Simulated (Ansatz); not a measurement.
AlGaSb$_{2}$ in space group R3m (No. 160; Al on 3a, Ga on 3a, Sb on 3a, Sb on 3a), the program Ansatz at the PBEsol level (PAW), all energies at zero smearing, with the estimated change up to a 700 eV cutoff added, with one set of potentials and settings (totals compare only within such a set). Cell of 4 atoms (1 Al, 1 Ga, 2 Sb): -17084.395 eV.

```csv
element,reference phase,E (eV/atom)
Al,"Fm-3m, 1 atoms in the cell",-524.5507
Ga,"Cmce, 4 atoms in the cell",-3743.2031
Sb,"R-3m, 2 atoms in the cell",-6408.0873
```

Formation energy per atom, worked out: (-17084.395 − 1×(-524.5507) − 1×(-3743.2031) − 2×(-6408.0873))/4 = -0.117 eV/atom (-11 kJ per mol of atoms), at 0 K, without zero-point energy or fitted corrections.

The first step of the workflow began from a Materials Project structure, measured or hypothetical; the Crystallography Open Database copy checked does not list it. With Al and Ga taken as one species the cell has the higher symmetry F-43m, so it may be an ordered model of a mixed-site phase. Its standing as an ambient phase is unchecked. Symmetry was held in the PBEsol relaxation; of distortions, only those at the zone centre were tested. The references are the lowest solids computed at this level, not always the standard phases. Scalar-relativistic: spin–orbit coupling is off unless named, which matters more the heavier the elements.

Potentials: the later of the program's two PAW sets.
